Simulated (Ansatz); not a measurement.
This log comes from Ansatz, run on Sr2MgO3 as one 6-atom ordering (I4/mmm) on the rocksalt lattice. The geometry is the r2SCAN minimum.

The cell given to it:
```xyz
6
Lattice="-1.7637 1.7637 7.2310 1.7637 -1.7637 7.2310 1.7637 1.7637 -7.2310" Properties=species:S:1:pos:R:3 pbc="T T T"
Mg    0.0000    0.0000    0.0000
O     0.0000    0.0000   12.3382
Sr    0.0000    0.0000    4.9234
O     0.0000    0.0000    2.1239
Sr    0.0000    0.0000    9.5386
O     0.0000    0.0000    7.2310
```

Abridged output:
```
scf.n_extra_bands = 5 over 24 filled bands (N_el = 48.0): the run solves 29 bands
Functional definition: r2SCAN
Crystal: 6 atoms, lattice volume = 89.972 Å³
Basis set: ecut = 500 eV, 2279 PW (Γ), FFT grids on a1+a3, a2+a3, a3
Bands: 29, of which v1, the nominal top of the filled ones, is band 24 counted from 1 (23 counted from 0)
Symmetry: 16 space group operations
Space group: I4/mmm (ITA 139)
k-points: 102 of 1000
SCF 1 converged in 8 iterations: F = -10751.074826 eV  dr2 = 1.12e-8
SCF converged after 8 iterations
Free energy (F): -10751.074826 eV
Fermi energy:    7.264547 eV
--- Per-component energies (eV) ---
  E_band       = -476.613623
  E_kinetic    = 1104.654122
  E_local      = -3612.925413
  E_nonlocal   = 641.086475
  E_hartree    = 1153.419778
  E_xc         = -580.885616
  E_vxc        = -721.583671
  E_paw        = -6207.262508
  E_vpaw       = -237.394043
  E_vtau       = 42.704695
  E_ewald      = -3248.750703
  E_core_change = -0.414104
--- Forces (eV/Å), atoms counted from 1 ---
  atom   1  Mg      0.00000      0.00000      0.00000
  atom   2  O       0.00000      0.00000    -0.00006
  atom   3  Sr      0.00000      0.00000    -0.00017
  atom   4  O       0.00000      0.00000      0.00006
  atom   5  Sr      0.00000      0.00000      0.00017
  atom   6  O       0.00000      0.00000      0.00000
--- Stress (GPa, compression-positive) ---
        0.005304       0.000000       0.000000
        0.000000       0.005304       0.000000
        0.000000       0.000000       0.009611
  P = ⅓ Tr σ = 0.0067 GPa (0.067 kbar)
--- Band table (eV; the first three rows and the last of 102) ---
  k-point 0: bands = […, 6.4890, 7.0698, 7.0698, 7.2368, 7.2368, 7.2645, 11.1083, 11.5865, 12.7447, 14.6734, …]
  k-point 1: bands = […, 6.4616, 6.5904, 6.8036, 6.9844, 7.1908, 7.2355, 11.6679, 12.0714, 13.2714, 14.5518, …]
  k-point 2: bands = […, 5.9419, 5.9643, 6.7676, 6.8634, 7.1158, 7.1499, 12.7480, 12.8029, 14.2792, 14.5401, …]
  k-point 101: bands = […, 6.5355, 6.5355, 7.0126, 7.0126, 7.2171, 7.2171, 11.4551, 12.1154, 13.0449, 13.0468, …]
```

Levels at the listed points, from bands.tsv (eV from the Fermi energy, bands near the gap, counted from 0):
```tsv
# k_distance	band_19	band_20	band_21	band_22	band_23	band_24	band_25	band_26	band_27
# fermi_ev = 7.264547
# [0, 0, 0] at k_distance = 0.000000
# [0, 0, 0.5] at k_distance = 1.259536
# [0.25, 0.25, 0.25] at k_distance = 1.476766
# [0, 0.5, 0] at k_distance = 2.367393
# [0.5, 0.5, -0.5] at k_distance = 3.284129
# [0.2648725701, 0.7351274299, -0.2648725701] at k_distance = 4.121772
# [-0.2648725701, 0.2648725701, 0.2648725701] at k_distance = 4.568967
# [-0.0297451402, 0.0297451402, 0.5] at k_distance = 5.406610
# [0.5, 0.5, -0.0297451402] at k_distance = 5.853806
# [-0.020833, 0.020833, -0.020833] at k_distance = 7.166014
# levels_relative_to = fermi_ev
0.000	-0.195	-0.195	-0.028	-0.028	0.000	3.844	4.322	5.480	7.409
1.260	-0.410	-0.361	-0.250	-0.158	-0.105	4.388	5.007	7.698	8.018
1.477	-0.383	-0.383	-0.291	-0.135	-0.135	4.669	4.669	7.775	8.511
2.367	-1.342	-1.333	-0.860	-0.458	-0.244	6.498	6.620	7.131	8.633
3.284	-0.729	-0.252	-0.252	-0.047	-0.047	4.191	4.851	5.780	5.782
4.122	-1.328	-1.327	-0.617	-0.462	-0.431	6.498	6.618	7.140	8.592
4.569	-1.328	-1.327	-0.617	-0.462	-0.431	6.498	6.618	7.140	8.592
5.407	-0.412	-0.407	-0.250	-0.160	-0.147	4.430	5.020	7.727	8.030
5.854	-0.412	-0.407	-0.250	-0.160	-0.147	4.430	5.020	7.727	8.030
7.166	-0.235	-0.216	-0.075	-0.046	0.000	3.901	4.367	5.528	7.419
```
In order the rows are Γ, X, P, N, M, S, S₀, R, G, S₀–Γ (0.92).

**Question.** Which of these blocks stood in the input: relax, gw, phonons, dielectric, magnetization (spin_orbit)?

**Answer.** None of them. A single point prints forces and stress when the output block asks for them.

**Question.** Which k mesh was typed?

**Answer.** 10×10×10, Γ-centred.

**Question.** How were the bands filled?

**Answer.** Fixed occupations.

Command: `ansatz run input.yaml --threads 2 --pin off --max-ram 18432MiB --backend cpu --events-out ev --progress --plain --runs-dir out`. It took 14 s on 2 threads of AMD EPYC 7R13 Processor (Zen 3), on a shared host, load about 1.4 per core; peak host memory 0.84 GiB.

These are computed values for a spin-unpolarised cell that may be hypothetical; none is a measurement.

Spin-orbit coupling is left out.
